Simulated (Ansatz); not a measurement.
Ti$_{2}$C:
Space group R-3m, hexagonal axes (No. 166); a = b = 3.053 Å, c = 14.316 Å, α = β = 90.00°, γ = 120.00°

| atom | site | symmetry | x | y | z |
|---|---|---|---|---|---|
| Ti | 6c | 3m | 0.0000 | 0.0000 | 0.2458 |
| C | 3b | -3m | 0.0000 | 0.0000 | 0.5000 |
(The calculation used a cell of 3 atoms; values per cell refer to that cell.)

Relaxed with PBEsol.

Problem. Which orbitals make up the states near the Fermi level in PBEsol (plane waves, PAW; program Ansatz)?

Solution. Within 0.5 eV of the Fermi level: Ti 3d 90 %. Projections are on Löwdin-orthogonalised atomic valence shells; empty p or d shells of many metals are not among them.

Problem. Tabulate the density of states.

Solution. States/eV per cell of 3 atoms, in 0.25 eV bins, energy from the Fermi level.

| E (eV) | total | Ti 3d | C 2p | Ti 4s |
|---|---|---|---|---|
| -7.85 | 0.00 | 0.00 | 0.00 | 0.00 |
| -7.60 | 0.00 | 0.00 | 0.00 | 0.00 |
| -7.35 | 0.00 | 0.00 | 0.00 | 0.00 |
| -7.10 | 0.00 | 0.00 | 0.00 | 0.00 |
| -6.85 | 0.00 | 0.00 | 0.00 | 0.00 |
| -6.60 | 0.00 | 0.00 | 0.00 | 0.00 |
| -6.35 | 0.00 | 0.00 | 0.00 | 0.00 |
| -6.10 | 0.00 | 0.00 | 0.00 | 0.00 |
| -5.85 | 0.00 | 0.00 | 0.00 | 0.00 |
| -5.60 | 0.09 | 0.01 | 0.03 | 0.04 |
| -5.35 | 0.18 | 0.03 | 0.06 | 0.07 |
| -5.10 | 0.55 | 0.15 | 0.23 | 0.13 |
| -4.85 | 1.51 | 0.47 | 0.67 | 0.27 |
| -4.60 | 2.29 | 0.72 | 1.05 | 0.38 |
| -4.35 | 2.54 | 0.80 | 1.22 | 0.35 |
| -4.10 | 0.84 | 0.27 | 0.40 | 0.11 |
| -3.85 | 0.79 | 0.29 | 0.37 | 0.08 |
| -3.60 | 2.16 | 0.80 | 1.08 | 0.19 |
| -3.35 | 2.11 | 0.80 | 1.09 | 0.14 |
| -3.10 | 3.21 | 1.23 | 1.79 | 0.08 |
| -2.85 | 3.51 | 1.46 | 1.91 | 0.03 |
| -2.60 | 3.64 | 1.77 | 1.81 | 0.01 |
| -2.35 | 0.58 | 0.28 | 0.29 | 0.00 |
| -2.10 | 0.00 | 0.00 | 0.00 | 0.00 |
| -1.85 | 0.04 | 0.01 | 0.00 | 0.01 |
| -1.60 | 0.91 | 0.58 | 0.06 | 0.16 |
| -1.35 | 3.43 | 2.30 | 0.25 | 0.61 |
| -1.10 | 4.07 | 3.08 | 0.20 | 0.52 |
| -0.85 | 2.68 | 2.00 | 0.12 | 0.26 |
| -0.60 | 2.49 | 2.22 | 0.08 | 0.09 |
| -0.35 | 1.15 | 1.07 | 0.03 | 0.02 |
| -0.10 | 1.40 | 1.28 | 0.04 | 0.04 |
| 0.15 | 2.52 | 2.23 | 0.08 | 0.11 |
| 0.40 | 2.35 | 2.07 | 0.11 | 0.09 |
| 0.65 | 2.61 | 2.33 | 0.12 | 0.06 |
| 0.90 | 2.03 | 1.86 | 0.08 | 0.03 |
| 1.15 | 2.24 | 2.14 | 0.05 | 0.02 |
| 1.40 | 2.40 | 2.29 | 0.05 | 0.02 |
| 1.65 | 2.30 | 2.20 | 0.05 | 0.02 |
| 1.90 | 2.38 | 2.29 | 0.04 | 0.02 |
| 2.15 | 2.59 | 2.48 | 0.06 | 0.02 |
| 2.40 | 3.32 | 3.07 | 0.17 | 0.02 |
| 2.65 | 4.01 | 3.72 | 0.19 | 0.03 |
| 2.90 | 5.22 | 4.87 | 0.22 | 0.05 |
| 3.15 | 5.00 | 4.67 | 0.19 | 0.06 |
| 3.40 | 3.23 | 2.94 | 0.15 | 0.06 |
| 3.65 | 2.31 | 1.84 | 0.24 | 0.08 |
| 3.90 | 1.68 | 1.23 | 0.24 | 0.06 |
| 4.15 | 1.54 | 1.05 | 0.28 | 0.06 |
| 4.40 | 1.75 | 1.12 | 0.40 | 0.07 |

The workflow started from a Materials Project entry (that database holds measured and hypothetical structures alike); the Crystallography Open Database copy checked does not list it. Whether it is the stable phase at ambient conditions was not checked. The PBEsol relaxation kept the symmetry of its start; of distortions, only those at the zone centre were tested. The run is not spin-polarised.

Potentials: the later of the program's two PAW sets.
